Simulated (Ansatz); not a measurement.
NbN:
```
NbN
1.0
    0.00000     2.21076     2.21076
    2.21076     0.00000     2.21076
    2.21076     2.21076     0.00000
Nb N
1 1
Cartesian
  2.21076   2.21076   2.21076
  0.00000   0.00000   0.00000
```

Relaxed with PBE.

Map the electron localisation function on the plane through (0.500, 0.500, 0.500) spanned by u = [1, 0, 0] and v = [0, 1, -1] in lattice vectors, from the program Ansatz at the PBE level (PAW).

x is the fraction of u, y of v (the angle between them is 90°; rows are the nearest grid lines); atoms in the plane: Nb at (0.00, 0.00), N at (0.50, 0.50).
```
y \ x   0.000  0.0625  0.188  0.250  0.375  0.438  0.562  0.625  0.750  0.812  0.938   1.00
------  -----  ------  -----  -----  -----  -----  -----  -----  -----  -----  -----  -----
1.00    0.079   0.265  0.784  0.660  0.151  0.163  0.163  0.151  0.660  0.784  0.265  0.079
0.938   0.264   0.442  0.763  0.595  0.144  0.178  0.178  0.144  0.595  0.763  0.442  0.264
0.875   0.671   0.708  0.670  0.396  0.167  0.275  0.275  0.167  0.396  0.670  0.708  0.671
0.750   0.660   0.596  0.194  0.164  0.625  0.744  0.744  0.625  0.164  0.194  0.596  0.660
0.688   0.316   0.260  0.163  0.350  0.793  0.803  0.803  0.793  0.350  0.163  0.260  0.316
0.625   0.151   0.144  0.321  0.625  0.787  0.688  0.688  0.787  0.625  0.321  0.144  0.151
0.562   0.163   0.179  0.510  0.744  0.688  0.357  0.357  0.688  0.744  0.510  0.179  0.163
0.438   0.163   0.179  0.510  0.744  0.688  0.357  0.357  0.688  0.744  0.510  0.179  0.163
0.375   0.151   0.144  0.321  0.625  0.787  0.688  0.688  0.787  0.625  0.321  0.144  0.151
0.312   0.316   0.260  0.163  0.350  0.793  0.803  0.803  0.793  0.350  0.163  0.260  0.316
0.250   0.660   0.596  0.194  0.164  0.625  0.744  0.744  0.625  0.164  0.194  0.596  0.660
0.125   0.671   0.708  0.670  0.396  0.167  0.275  0.275  0.167  0.396  0.670  0.708  0.671
0.0625  0.264   0.442  0.763  0.595  0.144  0.178  0.178  0.144  0.595  0.763  0.442  0.264
0.000   0.079   0.265  0.784  0.660  0.151  0.163  0.163  0.151  0.660  0.784  0.265  0.079
```

The density is the valence pseudo-density with augmentation charge, so density and ELF within about 1 Å of a nucleus are not all-electron values.

Space group Fm-3m (rock salt). The PBE relaxation kept the symmetry of its start. At this level the phase is dynamically unstable (imaginary phonons). The run is not spin-polarised.

Potentials: the later of the program's two PAW sets.
